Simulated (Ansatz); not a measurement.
Input file for Ansatz (a quantum-chemistry and plane-wave program):

Ansatz 0.2 input:
```yaml
crystal:
  lattice:
    - [3.8932453435, 0.0, 0.0]
    - [-1.9466226718, 3.3716493706, 0.0]
    - [0.0, 0.0, 6.8549271663]
  atoms:
    - { symbol: Ca, position: [0.6666666667, 0.3333333333, 0.1850238251] }
    - { symbol: Ca, position: [0.3333333333, 0.6666666667, 0.8149761749] }
    - { symbol: H, position: [0.6666666667, 0.3333333333, 0.8511712485] }
    - { symbol: H, position: [0.3333333333, 0.6666666667, 0.1488287515] }
    - { symbol: H, position: [0.0, 0.0, 0.0] }
    - { symbol: Br, position: [0.0, 0.0, 0.5] }
kpoints:
  mp_grid: { grid: [5, 5, 3] }
hamiltonian:
  xc: hse06
  pseudopotentials: { kind: paw }
scf:
  n_extra_bands: 6
  occupations: { method: fixed }
output:
  eigenvalues: true
  eigenstates:
    e_range: [-9.0, 11.2]
    kpoints:
      - [0.0, 0.0, 0.5]  # VBM
      - [0.174479, 0.174479, -0.5]  # CBM
      - [0.0, 0.0, 0.0]  # GAMMA
      - [0.0, 0.0, 0.5]  # A
      - [0.3333333333, 0.3333333333, 0.0]  # K
      - [0.3333333333, 0.3333333333, 0.5]  # H
      - [0.5, 0.0, 0.0]  # M
      - [0.5, 0.0, 0.5]  # L
```

Output (shortened):

```
Pseudopotential: Ca, paw, valence charge 10
Pseudopotential: H, paw, valence charge 1
Pseudopotential: Br, paw, valence charge 7
Functional definition: HSE06
davidson cushion auto → on  (no smearing: the cushion is to keep the highest requested band from converging to the state above it …
Crystal: 6 atoms, lattice volume = 89.982 Å³
Basis set: ecut = 420 eV, 1775 PW (Γ)
Bands: 21, of which v1, the nominal top of the filled ones, is band 15 counted from 1 (14 counted from 0)
Symmetry: 12 space group operations
Space group: P-3m1 (ITA 164), of the structure as read, at distance tolerance 4.5e-5 Å
k-points: 12 of 75
SCF iter   1: F=—  HF=-6470.118102 eV  |F-HF|=—  |Δ(HF+E_count)|=         —  Δρ=2.07e-3  dr2=4.49e-3  ethr=1.77e-3  ⟨swp⟩=11.5  Hψ=1496  notcnv=0
preconditioner: auto → none
iter 2 solved again at ethr=7.39e-7 eV; its pass at ethr=1.50e-5 eV (dr2=2.22e-4 eV) is discarded
SCF iter   2: F=-6470.118351 eV  HF=-6470.118114 eV  |F-HF|=2.37e-4  |Δ(HF+E_count)|=   1.19e-5  Δρ=6.68e-4  dr2=2.20e-4  ethr=7.39e-7  ⟨swp⟩=3.2  Hψ=1463  notcnv=0
SCF 1 stopped early in 2 iterations: F = -6470.118351 eV  dr2 = 2.20e-4
Crystal: 6 atoms, lattice volume = 89.982 Å³
Exchange kernel: α = 0.2500, screened, ω = 0.2079 Å⁻¹, Wigner–Seitz truncation, v(0) = 1044.5291 eV·Å³, q-mesh 5×5×3, nearest image of the exchange supercell L …
Frozen-core exchange: fock
SCF iter   1: F=—  HF=-6473.978966 eV  |F-HF|=—  |Δ(HF+E_count)|=         —  Δρ=4.05e-3  dr2=2.28e-2  ethr=7.33e-6  ⟨swp⟩=9.0  Hψ=1373  notcnv=0
preconditioner: auto → none
SCF iter   2: F=—  HF=-6473.968905 eV  |F-HF|=—  |Δ(HF+E_count)|=   1.01e-2  Δρ=1.54e-3  dr2=2.31e-3  ethr=7.33e-6  ⟨swp⟩=4.9  Hψ=957  notcnv=0
SCF iter   3: F=—  HF=-6473.980269 eV  |F-HF|=—  |Δ(HF+E_count)|=   1.14e-2  Δρ=8.82e-4  dr2=9.33e-4  ethr=4.80e-6  ⟨swp⟩=5.0  Hψ=939  notcnv=0
SCF iter   4: F=—  HF=-6473.979888 eV  |F-HF|=—  |Δ(HF+E_count)|=   3.80e-4  Δρ=2.17e-4  dr2=4.98e-5  ethr=3.05e-6  ⟨swp⟩=4.0  Hψ=748  notcnv=0
SCF iter   5: F=—  HF=-6473.980170 eV  |F-HF|=—  |Δ(HF+E_count)|=   2.81e-4  Δρ=1.32e-4  dr2=2.18e-5  ethr=9.19e-8  ⟨swp⟩=5.5  Hψ=947  notcnv=0
SCF iter   6: F=-6473.980160 eV  HF=-6473.980161 eV  |F-HF|=2.48e-7  |Δ(HF+E_count)|=   9.03e-6  Δρ=2.14e-5  dr2=7.98e-7  ethr=7.13e-8  ⟨swp⟩=3.5  Hψ=691  notcnv=0
SCF 2 stopped early in 6 iterations: F = -6473.980160 eV  dr2 = 7.98e-7
hybrid outer 1: dexx = +1.433e-2 eV, tail = 2.70e-5 eV
Crystal: 6 atoms, lattice volume = 89.982 Å³
Exchange kernel: α = 0.2500, screened, ω = 0.2079 Å⁻¹, Wigner–Seitz truncation, v(0) = 1044.5291 eV·Å³, q-mesh 5×5×3, nearest image of the exchange supercell L …
Frozen-core exchange: fock
SCF iter   1: F=—  HF=-6473.980460 eV  |F-HF|=—  |Δ(HF+E_count)|=         —  Δρ=4.45e-5  dr2=1.58e-6  ethr=4.50e-7  ⟨swp⟩=5.3  Hψ=759  notcnv=0
preconditioner: auto → none
iter 2 solved again at ethr=2.11e-10 eV; its pass at ethr=4.68e-9 eV (dr2=6.32e-8 eV) is discarded
SCF iter   2: F=—  HF=-6473.980459 eV  |F-HF|=—  |Δ(HF+E_count)|=   5.76e-7  Δρ=1.66e-5  dr2=1.14e-7  ethr=2.11e-10  ⟨swp⟩=2.9  Hψ=1418  notcnv=0
SCF iter   3: F=-6473.980459 eV  HF=-6473.980459 eV  |F-HF|=4.53e-9  |Δ(HF+E_count)|=   4.96e-9  Δρ=2.75e-6  dr2=5.27e-8  ethr=2.11e-10  ⟨swp⟩=4.1  Hψ=847  notcnv=0
SCF 3 converged in 3 iterations: F = -6473.980459 eV  dr2 = 5.27e-8
hybrid outer 2: dexx = +6.171e-7 eV, tail = 1.14e-7 eV, Δε = 1.17e-3 eV (about 7.41e-5 eV left of the loop's levels)
the search or the solves at the SCF's close seem to have found levels that the self-consistency loop had missed (the run counts 1) …
NSCF: frozen V_eff on 8 k-points
hybrid SCF converged: 2 outer / 9 inner (+2 warm-up), last move |dexx| = 6.17e-7 eV, tail = 1.14e-7 eV
Stability not checked (fock_operator)
Free energy (F): -6473.980460 eV
Frozen-core exchange: fock
Harris-Foulkes:  -6473.980460 eV  (|F-HF|=4.53e-9)
Internal energy: -6473.980460 eV  (E = F + TS)
E sigma→0 (E₀):  -6473.980460 eV
Fermi energy:    6.888997 eV
--- Per-component energies (eV) ---
  E_band       = -351.557371
  E_kinetic    = 732.396746
  E_local      = -1682.725801  (includes V_loc(G=0)·N_el)
  E_nonlocal   = 200.063072
  E_hartree    = 538.706762
  E_xc         = -451.869880
  E_vxc        = -385.641441  (∫ρ·V_xc dr)
  E_exx        = -76.035204  (= α·E_x^exact, valence–valence)
  E_paw        = -4009.219056  (= ΣΔE_a)
  E_vpaw       = -140.986958  (= ΣTr[D̂ρ^β])
  E_aug_tail   = -0.003626  (compensation charges beyond the density's cutoff)
  E_ewald      = -1724.625803
  E_core_change = -0.667669  (= ΣΔE_core)
  E_smearing   =  0.000000  (= −TS)
  E_closure    =  0.000000  (closes the sum)
  Σ components = -6473.980460   (vs F -6473.980460, Δ=0.00e0)
  [band-id]    e_kinetic+e_local+e_nonlocal+2·e_hartree+e_vxc+2·e_exx+e_vpaw+e_augmentation_tail = -351.554894   (vs E_band -351.557371, Δ=2.48e-3)
--- Band table (eV; the first three rows and the last of 12) ---
  k-point 0: bands = ["-37.5556", "-37.5086", "-17.3166", "-17.0339", "-17.0241", "-17.0241", "-16.9652", "-16.9652", "-11.3247", "-0.2614", "0.2657", "2.7707", "2.7707", "3.6216", "6.7448", "10.3225", "10.3993", "10.3993", "10.4402", "10.4402", "11.4112"]
  k-point 1: bands = ["-37.5552", "-37.5090", "-17.2930", "-17.0609", "-17.0242", "-17.0242", "-16.9651", "-16.9651", "-11.3131", "-0.9492", "1.5227", "2.7647", "2.7647", "2.9865", "6.8890", "9.9456", "10.1563", "10.1563", "10.8433", "10.8433", "11.3148"]
  k-point 2: bands = ["-37.5471", "-37.5082", "-17.2910", "-17.1226", "-17.0422", "-17.0230", "-16.9989", "-16.9688", "-11.2077", "0.1391", "0.6174", "1.9156", "2.5674", "3.3654", "5.5234", "10.4860", "10.6171", "10.7982", "11.0090", "11.0150", "11.6184"]
  k-point 11: bands = ["-37.5228", "-37.5135", "-17.2483", "-17.2394", "-17.1308", "-17.0416", "-17.0199", "-17.0086", "-10.9527", "0.4881", "1.2351", "1.5220", "2.5677", "2.7369", "3.4326", "10.2040", "10.2974", "10.5690", "11.8677", "11.9284", "12.6162"]
```

Cost: roughly 60 core-seconds on shared cores.

The points marked VBM and CBM come from a semilocal run.

The workflow started from a Materials Project entry (that database holds measured and hypothetical structures alike); the Crystallography Open Database copy checked does not list it. Whether it is the stable phase at ambient conditions was not checked. The r²SCAN relaxation kept the symmetry of its start; its stability against distortions is not shown here. Scalar-relativistic: spin–orbit coupling is off unless named, which matters more the heavier the elements.

Potentials: the later of the program's two PAW sets.

Ansatz is a plane-wave DFT program.
